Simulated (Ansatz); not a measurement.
Ca2H6Os:
```xyz
9
Lattice="0.0000 3.6064 3.6064 3.6064 0.0000 3.6064 3.6064 3.6064 0.0000" Properties=species:S:1:pos:R:3 pbc="T T T"
Ca     1.8032     1.8032     1.8032
Ca     5.4096     5.4096     5.4096
H      1.7129     3.6064     3.6064
H      5.4998     3.6064     3.6064
H      3.6064     1.7129     3.6064
H      3.6064     5.4998     3.6064
H      3.6064     3.6064     1.7129
H      3.6064     3.6064     5.4998
Os     0.0000     0.0000     0.0000
```

Relaxed with r²SCAN. Independent-particle spectrum: no excitons, no local fields, no scissors shift; 0.1 eV broadening; ε₁ of the summed bands alone.

Tabulate the dielectric function from plane-wave PAW r²SCAN (Ansatz code).



```csv
E (eV),ε₁ xx,ε₂ xx
0.0,4.65,0.00
0.3,4.65,0.00
0.6,4.67,0.00
0.9,4.71,0.00
1.2,4.75,0.00
1.5,4.82,0.00
1.8,4.90,0.00
2.1,5.01,0.00
2.4,5.14,0.00
2.7,5.32,0.00
3.0,5.55,0.00
3.3,5.87,0.01
3.6,6.34,0.06
3.9,7.06,0.45
4.2,7.57,1.45
4.5,7.35,2.07
4.8,7.41,2.36
5.1,9.33,3.22
5.4,6.25,6.17
5.7,6.64,4.53
6.0,5.46,6.81
6.3,5.86,8.00
6.6,1.60,7.64
6.9,0.63,4.28
7.2,3.01,2.97
7.5,4.23,3.70
7.8,5.04,5.54
8.1,3.23,5.75
8.4,2.80,7.34
8.7,0.29,7.73
9.0,-0.26,5.92
9.3,0.38,6.13
9.6,-1.23,3.78
9.9,-0.12,3.20
10.2,0.37,3.35
10.5,1.35,4.76
10.8,-1.86,4.89
11.1,-2.39,3.23
11.4,-1.42,2.28
11.7,-1.66,2.11
12.0,-1.05,1.49
```

With all bands, ε∞ without local fields is 4.74.

Space group Fm-3m. The first step of the workflow began from a Materials Project structure, measured or hypothetical; the Crystallography Open Database copy checked does not list it. Whether it is the stable phase at ambient conditions was not checked. The cell was relaxed with r²SCAN under the symmetry of its start; its stability against distortions is not shown here. The run is not spin-polarised. Scalar-relativistic: spin–orbit coupling is off unless named, which matters more the heavier the elements.

Potentials: the later of the program's two PAW sets.
